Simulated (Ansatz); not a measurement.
# Notes on a calculation: V (bcc)

**What was measured.** A measured cell of cubic V (space group Im-3m), temperature not stated, from the Crystallography Open Database (2012, doi:10.1021/ja211517h), has a = 3.020 Å and 13.78 Å³/atom.

The computed numbers are results of PBEsol, scalar-relativistic (collinear spin) in the plane-wave PAW code Ansatz at 420 eV, 20×20×20 k-mesh, Gaussian smearing of 0.05 eV. The datasets are Ansatz's generated set soft_2.

The first cell, 0 % under the database's volume:

```cif
data_structure
_symmetry_space_group_name_H-M 'P 1'
_symmetry_Int_Tables_number 1
_cell_length_a 2.6154
_cell_length_b 2.6154
_cell_length_c 2.6154
_cell_angle_alpha 109.471
_cell_angle_beta 109.471
_cell_angle_gamma 109.471
_cell_volume 13.77
loop_
_atom_site_label
_atom_site_type_symbol
_atom_site_fract_x
_atom_site_fract_y
_atom_site_fract_z
_atom_site_occupancy
V1 V 0.00000 0.00000 0.00000 1
```

Starting moments (μB, in the order of the atoms): 1.0.

The first steps of the search for zero pressure:

| run | level | k-mesh | kind | V (Å³/atom) | P (GPa) | gap on the mesh (eV) |
| --- | --- | --- | --- | --- | --- | --- |
| 1 | PBEsol | 20×20×20 | fixed cell | 13.77 | -10.8 | metal |
| 2 | PBEsol | 20×20×20 | fixed cell | 12.78 | 2.7 | metal |

Task: At which volume does PBEsol reach zero pressure?

Result: 12.95 Å³/atom, about 6.0 % under the start.

The steps that followed:

| run | level | k-mesh | kind | V (Å³/atom) | P (GPa) | E − E(final) (meV/atom) | gap on the mesh (eV) |
| --- | --- | --- | --- | --- | --- | --- | --- |
| 3 | PBEsol | 20×20×20 | fixed cell | 12.95 | 0.1 | 0.0 | metal |

The cell is relaxed to zero pressure at this level.

The final structure (symmetry read at 0.01 Å). Symmetry: Im-3m, No. 229, cubic system. Conventional cell: a = 2.958 Å, b = 2.958 Å, c = 2.958 Å, α = 90.00°, β = 90.00°, γ = 90.00°. Around V (site symmetry m-3m) lie 8 V at 2.56 Å. (Shells end 15 % past the nearest neighbour.)

```
atom  site  symmetry       x       y       z
   V    2a      m-3m  0.0000  0.0000  0.0000
```

None of 4 magnetic starts ended more than 0.5 meV/atom under the solution without spin polarisation. At the final geometry the gap, band path included, is zero (metallic) and no site carries a moment. The runs in the table took roughly 1.2 core-minutes.

**What lies behind the numbers.**

The calculation's cell holds 13 valence electrons, an odd number. Without magnetic order each band takes two, so one stays part-filled and the crystal must be a metal. (Only strong correlation, outside this picture, could make a Mott insulator of it.)

**Comparison.** The computed cell (2.958 Å, 12.95 Å³/atom) differs from the database's by −6.0 % in volume, about −2.0 % in length. That is a large miss for PBEsol, or the entry is off.
